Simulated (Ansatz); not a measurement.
Clean, relaxed (001) surface of Cu, space group P6_3/mmc (No. 194) (top face towards +c; atoms held fixed, by place in the list: 1, 2):

```yaml
crystal:
  lattice:
    - [2.53050, 0.00000, 0.00000]
    - [-1.26525, 2.19148, 0.00000]
    - [0.00000, 0.00000, 25.25971]
  atoms:
    - { symbol: Cu, position: [0.66667, 0.33333, 0.33650] }
    - { symbol: Cu, position: [0.33333, 0.66667, 0.41825] }
    - { symbol: Cu, position: [0.66667, 0.33333, 0.49950] }
    - { symbol: Cu, position: [0.33333, 0.66667, 0.58076] }
    - { symbol: Cu, position: [0.66667, 0.33333, 0.66184] }
```

These are results of DFT r2SCAN, scalar-relativistic, plane waves, PAW in Ansatz 0.2.0, not measurements. Plane waves to 500 eV, a k mesh through Γ of 12×12×1 on the computed 5-atom cell and Gaussian smearing (0.10 eV); no spin polarisation. A dipole correction removes the field between periodic images along c.

N (atom) is adsorbed on the top face, one adsorbate per 5.5 Å², and relaxed from 2 starting sites (fractions of a and b). The adsorption energy is E(slab + adsorbate) − E(slab) − E(free adsorbate, spin-polarised where open-shell). Heights count from the highest slab atom after relaxation. Δφ is the top face's. Δp counts per cell along +c. Bonded neighbours lie within 1.25 times the sum of covalent radii (1.35 for H) and, on that scale, within 12 % of the closest. With the adsorbate the cell is lengthened along c to keep the vacuum.

```csv
start,ends at,E_ads (eV),height (Å),shortest contact,Δφ (eV),Δp (e·Å)
"top (Cu) at (0.67, 0.33)","(0.67, 0.33), 1 bonded neighbour (Cu)",-0.75,1.80,N–Cu 1.80 Å,+3.23,-0.093
"hollow (Cu-Cu-Cu) at (0.00, 0.00)","(0.00, 0.00), 3 bonded neighbours (Cu)",-1.76,1.19,N–Cu 1.89 Å,+3.01,-0.087
```

Among the sites tried, the lowest end comes from the hollow (Cu-Cu-Cu) at (0.00, 0.00) start; other sites may lie lower.

Each end is the local minimum or symmetric point that its start leads to. This isn't the usual crystal structure of Cu.

For at least one of the starts the bottom face's work function also shifts by over 0.1 eV: the slab is too thin to screen the adsorbate, so the work functions aren't converged with thickness.

The adsorbed runs have no spin polarisation, so weakly bound open-shell ends lie too high.